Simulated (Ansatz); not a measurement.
Compressing TiGa3: a fit and a missing row

TiGa3, I4/mmm, a = 3.746 Å, c = 8.676 Å. The structure is a COD entry; whether it is the stable form wasn't checked. Ansatz: PBEsol, PAW, 420 eV, Γ-centred 16×16×16 mesh on 4 atoms, Gaussian smearing 0.10 eV; no spin polarisation. Shape and atoms are relaxed at each volume; pressure is positive in compression.

```tsv
V (Å³/atom)	P (GPa)
13.390	19.28
13.846	13.19
14.303	8.04
14.759	?
15.215	0.00
15.672	-3.11
16.128	-5.74
16.737	-8.61
```

Question: Take V0 = 15.215 Å³/atom, fit the third-order Birch–Murnaghan form to the other rows, and predict the missing pressure.

Answer: With the Eulerian strain f = ½[(V0/V)^(2/3) − 1] and y = P/[3f(1 + 2f)^(5/2)], the form is the line y = B0 + 1.5 B0 (B0′ − 4) f. Rows (f, y): 0.04446, 116.8; 0.03244, 115.8; 0.02103, 115.0; -0.00977, 111.5; -0.01905, 110.7; -0.03079, 109.3. Means f = 0.006387, y = 113.18; Σ(Δf)² = 0.004633, ΣΔfΔy = 0.4672; the slope is their ratio. y = 112.5 + 100.8 f GPa, so B0 = 112.5 GPa and B0′ = 4 + 2 × (100.8)/(3 × 112.5) = 4.60. At V = 14.759, f = 0.01025, y = 113.53 and P = 3.67 GPa. The run gave 3.68 GPa, so the fit is 0.01 GPa too low, within the rms miss on the fitted rows (0.02 GPa).

Cost: 8 runs of about 15 core-minutes in all, on Arm Neoverse V2 (shared hosts).